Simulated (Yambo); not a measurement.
G0W0@PBEsol for K2NaScF6 (space group Fm-3m, No. 225) in Yambo. Reference settings: 2×2×2 Γ-centred k mesh, bands 3 to 304 and a 8 Ry block in the screening, 304 bands in G with the Bruneval-Gonze terminator, plasmon pole fitted at 27.2 eV. The PBEsol gap Γ → Γ on this mesh is 6.65 eV; G0W0 gaps are taken between the same points.

Gap (Γ → Γ) in eV against the number of bands and the screening block, terminator on:

```
bands (W and G)    2 Ry    3 Ry    5 Ry    6 Ry    8 Ry
---------------  ------  ------  ------  ------  ------
79               11.574  11.109  10.895  10.837  10.795
119              11.146  10.706  10.523  10.479  10.458
170              10.982  10.541  10.382  10.354  10.348
238              10.918  10.460  10.316  10.298  10.299
304              10.892  10.427  10.285  10.273  10.284
```

Rough cost of the Yambo step against the reference (shared machines):

| bands (W and G) | 2 Ry | 3 Ry | 5 Ry | 6 Ry | 8 Ry |
|---|---|---|---|---|---|
| 79 | 1/6 | 1/6 | 1/6 | 1/5 | 1/4 |
| 119 | 1/4 | 1/4 | 1/4 | 1/3 | 1/3 |
| 170 | 1/3 | 1/3 | 1/2 | 1/2 | ~1 |
| 238 | 1/2 | ~1 | ~1 | ~1 | ~1 |
| 304 | ~1 | ~1 | ~1 | ~1 | 1 |

At the largest block the last step in bands moves the gap by -0.015 eV; at the most bands the last step in the block moves it by 0.011 eV.

Geometry of the Materials Project entry, not relaxed at this level; primitive cell a = 6.088 Å, b = 6.088 Å, c = 6.088 Å, α = 60.00°, β = 60.00°, γ = 60.00°.
